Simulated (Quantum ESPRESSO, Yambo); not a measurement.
GaN (zinc blende, space group F-43m, No. 216) under isotropic strain (on all lattice vectors), counted from the cell relaxed with PBEsol, atoms relaxed at each step. norm-conserving PBE (stringent potentials; Quantum ESPRESSO, 114 Ry, scalar-relativistic); G0W0 in Yambo (6×6×6 Γ-centred k mesh, bands 5 to 146 and a 18 Ry block in the screening, 146 bands in G with the Bruneval-Gonze terminator, plasmon pole fitted at 27.2 eV).

```json
[
 {"strain (%)": "-3", "PBE gap (eV)": "2.38", "kind": "direct", "G0W0 direct gap (eV)": "3.47 at Γ"},
 {"strain (%)": "-2", "PBE gap (eV)": "2.18", "kind": "direct", "G0W0 direct gap (eV)": "3.23 at Γ"},
 {"strain (%)": "-1", "PBE gap (eV)": "1.98", "kind": "direct", "G0W0 direct gap (eV)": "2.99 at Γ"},
 {"strain (%)": "-0.5", "PBE gap (eV)": "___", "kind": "direct", "G0W0 direct gap (eV)": "___"},
 {"strain (%)": "0", "PBE gap (eV)": "1.79", "kind": "direct", "G0W0 direct gap (eV)": "2.74 at Γ"},
 {"strain (%)": "+0.5", "PBE gap (eV)": "1.69", "kind": "direct", "G0W0 direct gap (eV)": "2.61 at Γ"},
 {"strain (%)": "+1", "PBE gap (eV)": "1.59", "kind": "direct", "G0W0 direct gap (eV)": "2.49 at Γ"}
]
```

Question: Estimate the withheld gaps from the other strains; the computed values follow.

Answer: 
- -0.5, PBE gap (eV): 1.88
- -0.5, G0W0 direct gap (eV): 2.86 at Γ

GW, BSE and RPA settings are held fixed; their convergence isn't established. The pressure is PBE's, so it isn't zero at the PBEsol cell. Strains are linear. The screening block changes size along the series (181 vectors at -3 %, 181 vectors at -2 %, 229 vectors at -1 %, 229 vectors at -0.5 %, 229 vectors at +0 %, 229 vectors at +0.5 %, 229 vectors at +1 %), which puts steps into the G0W0 values. Spin-orbit splittings are left out.

This is not the ordinary phase of the substance; no match was found in the copy of COD used, and its stability was not checked.
